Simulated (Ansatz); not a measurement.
GaP:
```xyz
2
Lattice="0.0000 2.7194 2.7194 2.7194 0.0000 2.7194 2.7194 2.7194 0.0000" Properties=species:S:1:pos:R:3 pbc="T T T"
Ga     0.0000     0.0000     0.0000
P      4.0792     4.0792     4.0792
```

x, y and z are the axes in which the lattice vectors are written.

### Question
Give the proper piezoelectric stress tensor with relaxed ions from PBEsol (plane waves, PAW; program Ansatz).

### Answer
In C/m², rows x, y, z, Voigt columns; mesh uncertainty up to 0.00.
```
0.00  0.00  0.00  0.12  0.00  0.00
0.00  0.00  0.00  0.00  0.12  0.00
0.00  0.00  0.00  0.00  0.00  0.12
```

The elastic tensor of the same run (GPa):

```
 135  60.2  60.2   0.0   0.0   0.0
60.2   135  60.2   0.0   0.0   0.0
60.2  60.2   135   0.0   0.0   0.0
 0.0   0.0   0.0  67.4   0.0   0.0
 0.0   0.0   0.0   0.0  67.4   0.0
 0.0   0.0   0.0   0.0   0.0  67.4
```

### Question
Convert to strain constants d = e·S.

### Answer
In pC/N:
```
0.0  0.0  0.0  1.8  0.0  0.0
0.0  0.0  0.0  0.0  1.8  0.0
0.0  0.0  0.0  0.0  0.0  1.8
```

Space group F-43m (zinc blende). The cell was relaxed with PBEsol under the symmetry of its start. Signs of piezoelectric constants follow the polarity of the cell as given. Scalar-relativistic: spin–orbit coupling is off unless named, which matters more the heavier the elements.

Potentials: the earlier of the program's two PAW sets. The files were generated under PBE; for other functionals the program regenerates the frozen cores, and for LDA and PBEsol the local potential too.
